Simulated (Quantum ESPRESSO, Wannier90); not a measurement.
# Tight-binding from DFT: MoP (P-6m2)

Structure: Materials Project mp-219, symmetrised, not relaxed again. COD (Crystallography Open Database) has an entry of this formula and space group (matched by these alone). Method: PBEsol plane waves in Quantum ESPRESSO 7.5 (PseudoDojo norm-conserving files, 64 Ry, spinors with spin-orbit coupling), Bloch states on a 6×6×6 mesh through Γ, Wannier90 4.0.1. Density: 12×12×10 mesh, cold smearing 0.01 Ry.

On the energy scale of pw.x, whose zero is arbitrary, the Fermi level lies at 17.19 eV.

Input w.win:

```
num_bands = 2
num_wann = 2
exclude_bands = 1-2,5-52
spinors = true
num_iter = 1000
conv_tol = 1.0e-6
conv_window = 4
write_hr = true
write_u_matrices = true
auto_projections = true
begin unit_cell_cart
ang
    3.2347598549    0.0000000000    0.0000000000
   -1.6173799274    2.8013842095    0.0000000000
    0.0000000000    0.0000000000    3.1822800000
end unit_cell_cart
begin atoms_frac
Mo   0.0000000000  0.0000000000  0.0000000000
P    0.3333333333 -0.3333333333  0.5000000000
end atoms_frac
mp_grid = 6 6 6
begin kpoints
0.0000000000 0.0000000000 0.0000000000
0.0000000000 0.0000000000 0.1666666667
0.0000000000 0.0000000000 0.3333333333
... (213 more lines: the 6x6x6 mesh through Gamma)
end kpoints
```

Input of pw2wannier90.x that gives the overlap and projection files (equivalent; here they were cut from one run over all bands):

```
&inputpp
  outdir = './out'
  prefix = 'pwscf'
  seedname = 'w'
  write_amn = .true.
  write_mmn = .true.
  scdm_proj = .true.
  scdm_entanglement = 'isolated'
/
```

Output w.wout (banner and timings cut):

```
                                    ------
                                    SYSTEM
                                    ------

                              Lattice Vectors (Ang)
                    a_1     3.234760   0.000000   0.000000
                    a_2    -1.617380   2.801384   0.000000
                    a_3     0.000000   0.000000   3.182280

                   Unit Cell Volume:      28.83720  (Ang^3)

                        Reciprocal-Space Vectors (Ang^-1)
                    b_1     1.942396   1.121443  -0.000000
                    b_2     0.000000   2.242886   0.000000
                    b_3     0.000000  -0.000000   1.974429

 *----------------------------------------------------------------------------*
 |   Site       Fractional Coordinate          Cartesian Coordinate (Ang)     |
 +----------------------------------------------------------------------------+
 | mo   1   0.00000   0.00000   0.00000   |    0.00000   0.00000   0.00000    |
 | p    1   0.33333  -0.33333   0.50000   |    1.61738  -0.93379   1.59114    |
 *----------------------------------------------------------------------------*
                                ------------
                                K-POINT GRID
                                ------------

             Grid size =  6 x  6 x  6      Total points =  216

 *---------------------------------- MAIN ------------------------------------*
 |  Number of Wannier Functions               :                 2             |
 |  Number of Objective Wannier Functions     :                 2             |
 |  Number of input Bloch states              :                 2             |
 |  Output verbosity (1=low, 5=high)          :                 1             |
 |  Timing Level (1=low, 5=high)              :                 1             |
 |  Optimisation (0=memory, 3=speed)          :                 3             |
 |  Length Unit                               :               Ang             |
 |  Post-processing setup (write *.nnkp)      :                 F             |
 |  Using Gamma-only branch of algorithms     :                 F             |
 *----------------------------------------------------------------------------*
 *------------------------------- WANNIERISE ---------------------------------*
 |  Total number of iterations                :              1000             |
 |  Number of CG steps before reset           :                 5             |
 |  Trial step length for line search         :             2.000             |
 |  Convergence tolerence                     :         0.100E-05             |
 |  Convergence window                        :                 4             |
 |  Iterations between writing output         :                 1             |
 |  Iterations between backing up to disk     :               100             |
 |  Write r^2_nm to file                      :                 F             |
 |  Write xyz WF centres to file              :                 F             |
 |  Write on-site energies <0n|H|0n> to file  :                 F             |
 |  Use guiding centre to control phases      :                 F             |
 |  Use phases for initial projections        :                 F             |
 *----------------------------------------------------------------------------*
 *-------------------------------- PLOTTING ----------------------------------*
 |  Plotting Hamiltonian in WF basis          :                 T             |
 *----------------------------------------------------------------------------*

       ... (k-mesh section left out)

 Starting a new Wannier90 calculation ...

 Reading overlaps from w.mmn

 Reading projections from w.amn

 *------------------------------- WANNIERISE ---------------------------------*
 +--------------------------------------------------------------------+<-- CONV
 | Iter  Delta Spread     RMS Gradient      Spread (Ang^2)            |<-- CONV
 +--------------------------------------------------------------------+<-- CONV

 ------------------------------------------------------------------------------
 Initial State
  WF centre and spread    1  (  0.000006, -0.000009,  0.000002 )     0.49484801
  WF centre and spread    2  ( -0.000005,  0.000009, -0.000002 )     0.49724908
  Sum of centres and spreads (  0.000001,  0.000000,  0.000000 )     0.99209709

      0     0.992E+00     0.0000000000        0.9920970880  <-- CONV
        O_D=      0.0024595 O_OD=      0.0003833 O_TOT=      0.9920971 <-- SPRD
 ------------------------------------------------------------------------------
      1    -0.278E-02     0.0224387875        0.9893129030  <-- CONV
        O_D=      0.0000314 O_OD=      0.0000271 O_TOT=      0.9893129 <-- SPRD
      2    -0.409E-04     0.0065204628        0.9892720362  <-- CONV
        O_D=      0.0000105 O_OD=      0.0000072 O_TOT=      0.9892720 <-- SPRD
      3    -0.813E-05     0.0022053360        0.9892639022  <-- CONV
        O_D=      0.0000054 O_OD=      0.0000042 O_TOT=      0.9892639 <-- SPRD
      4    -0.142E-05     0.0010376372        0.9892624788  <-- CONV
        O_D=      0.0000047 O_OD=      0.0000034 O_TOT=      0.9892625 <-- SPRD
      5    -0.173E-06     0.0003701781        0.9892623062  <-- CONV
        O_D=      0.0000046 O_OD=      0.0000034 O_TOT=      0.9892623 <-- SPRD
      6    -0.227E-07     0.0001231482        0.9892622835  <-- CONV
        O_D=      0.0000046 O_OD=      0.0000033 O_TOT=      0.9892623 <-- SPRD
      7    -0.539E-08     0.0000585821        0.9892622781  <-- CONV
        O_D=      0.0000046 O_OD=      0.0000033 O_TOT=      0.9892623 <-- SPRD
      8    -0.441E-08     0.0000451761        0.9892622737  <-- CONV
        O_D=      0.0000046 O_OD=      0.0000033 O_TOT=      0.9892623 <-- SPRD
             <<<     Delta < 1.000E-06  over  4 iterations     >>>
             <<< Wannierisation convergence criteria satisfied >>>
 Final State
  WF centre and spread    1  ( -0.000000,  0.000000,  0.000000 )     0.49463114
  WF centre and spread    2  (  0.000000, -0.000000, -0.000000 )     0.49463114
  Sum of centres and spreads ( -0.000000, -0.000000,  0.000000 )     0.98926227

         Spreads (Ang^2)       Omega I      =     0.989254372
        ================       Omega D      =     0.000004567
                               Omega OD     =     0.000003335
    Final Spread (Ang^2)       Omega Total  =     0.989262274
```
